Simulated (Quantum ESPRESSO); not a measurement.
# Band energies of Ca2FeH6

```
Ca2FeH6
1.0
    0.00000     3.49608     3.49608
    3.49608     0.00000     3.49608
    3.49608     3.49608     0.00000
H Ca Fe
6 2 1
Cartesian
  1.59442   3.49608   3.49608
  5.39774   3.49608   3.49608
  3.49608   1.59442   3.49608
  3.49608   5.39774   3.49608
  3.49608   3.49608   1.59442
  3.49608   3.49608   5.39774
  1.74804   1.74804   1.74804
  5.24412   5.24412   5.24412
  0.00000   0.00000   0.00000
```

PBEsol (pw.x of Quantum ESPRESSO, ONCV potentials, no spin-orbit coupling); path ΓXWKΓLUWLK,UX; energies in eV from the valence-band maximum.

```
k (1/Å)  point  band 17  band 18  band 19  band 20  band 21  band 22  band 23  band 24
-------  -----  -------  -------  -------  -------  -------  -------  -------  -------
0.00         Γ    -3.02    -3.02    -0.08    -0.08    -0.08     2.76     2.76     4.59
0.22              -2.96    -2.96    -0.14    -0.07    -0.07     2.62     2.77     5.07
0.45              -2.80    -2.80    -0.30    -0.05    -0.05     2.08     2.81     4.20
0.90         X    -2.58    -2.58    -0.60    -0.01    -0.01     1.27     2.92     3.24
1.12              -2.90    -2.42    -0.42    -0.05     0.00     1.44     3.07     3.32
1.35         W    -3.26    -2.32    -0.17    -0.17     0.00     1.67     3.04     3.32
1.35         K    -3.03    -2.31    -0.33    -0.05    -0.03     1.57     3.21     3.24
1.51              -3.15    -2.24    -0.19    -0.08    -0.07     1.85     2.81     3.62
1.67              -3.14    -2.29    -0.15    -0.10    -0.09     2.21     2.61     3.83
1.82              -2.96    -2.45    -0.18    -0.09    -0.07     2.53     2.58     4.20
2.14              -2.99    -2.91    -0.10    -0.08    -0.07     2.72     2.75     4.82
2.30         Γ    -3.02    -3.02    -0.08    -0.08    -0.08     2.76     2.76     4.59
2.50              -2.89    -2.89    -0.11    -0.08    -0.08     2.73     2.73     4.92
2.88              -2.39    -2.39    -0.23    -0.09    -0.09     2.65     2.65     3.82
3.08         L    -2.28    -2.28    -0.24    -0.09    -0.09     2.65     2.65     3.53
3.45              -2.95    -2.27    -0.22    -0.07    -0.07     1.83     2.88     3.58
3.63         U    -3.03    -2.31    -0.33    -0.05    -0.03     1.57     3.21     3.24
3.79              -3.15    -2.32    -0.27    -0.09    -0.01     1.62     3.12     3.26
3.95         W    -3.26    -2.32    -0.17    -0.17     0.00     1.67     3.04     3.32
4.11              -3.20    -2.30    -0.17    -0.16    -0.01     1.74     2.93     3.43
4.26              -2.85    -2.28    -0.17    -0.13    -0.05     1.96     2.79     3.69
4.42              -2.46    -2.28    -0.21    -0.10    -0.08     2.35     2.69     3.90
4.58         L    -2.28    -2.28    -0.24    -0.09    -0.09     2.65     2.65     3.53
4.69              -2.37    -2.28    -0.23    -0.09    -0.09     2.48     2.67     3.74
4.80              -2.60    -2.27    -0.20    -0.10    -0.08     2.18     2.73     3.90
4.91              -2.87    -2.27    -0.21    -0.08    -0.07     1.91     2.84     3.66
5.13         K    -3.03    -2.31    -0.33    -0.05    -0.03     1.57     3.21     3.24
5.13         U    -3.03    -2.31    -0.33    -0.05    -0.03     1.57     3.21     3.24
5.45         X    -2.58    -2.58    -0.60    -0.01    -0.01     1.27     2.92     3.24
```

The PBEsol gap is 1.27 eV and nearly direct: the edges lie at W and X, the smallest direct gap within 0.02 eV of it. Another valence extremum on the path lies within 0.02 eV, too close to call.

Geometry of the Materials Project entry, not relaxed at this level.

The structure is a Materials Project entry; no match was found in the copy of COD used, and its stability was not checked.

The runs are not spin-polarised; magnetic order was not tried.
